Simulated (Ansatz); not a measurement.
A distorted cell of La2O3 (A-La2O3 type, space group P-3m1):

```yaml
crystal:
  lattice:
    - [3.94027, 0.00000, 0.00000]
    - [-1.97014, 3.41238, 0.00000]
    - [0.00000, 0.00000, 6.18799]
  atoms:
    - { symbol: La, position: [0.26723, 0.73277, 0.22610] }
    - { symbol: La, position: [0.66667, 0.33333, 0.75261] }
    - { symbol: O, position: [0.00000, 0.00000, 0.00000] }
    - { symbol: O, position: [0.33333, 0.66667, 0.64528] }
    - { symbol: O, position: [0.66667, 0.33333, 0.35472] }
```

Method: PBE (plane waves to 420 eV, PAW, scalar-relativistic; Ansatz, a first-principles code). k mesh 8×8×5 (Γ-centred), Fermi-Dirac smearing 0.05 eV. Energies are smeared free energies. Stress and pressure are positive under compression. La2O3 is run without spin polarisation. La2O3 was relaxed with its symmetry unable to fall.

**Question.** Predict the force on every atom, in eV/Å.

**Answer.** 
```
atom      Fx      Fy      Fz
----  ------  ------  ------
La1    1.681  -0.971   0.989
La2   -0.152   0.088  -1.040
O3    -0.514   0.297  -0.477
O4    -0.260   0.150   0.361
O5    -0.756   0.436   0.166
```

**Question.** What is the stress tensor (GPa)?

**Answer.** 
```
   1.75     2.74    -0.55
   2.74     4.91     0.32
  -0.55     0.32     2.42
```
The pressure, a third of the trace, is 3.02 GPa.

**Question.** In it atom 1 sits (-0.391, 0.226, -0.132) Å away from its relaxed site. What is its energy relative to the relaxed cell?

**Answer.** 511 meV/cell.

(For displaced atoms, the force is minus the slope of the energy, and its curvature is a force constant, which sets phonon frequencies.)
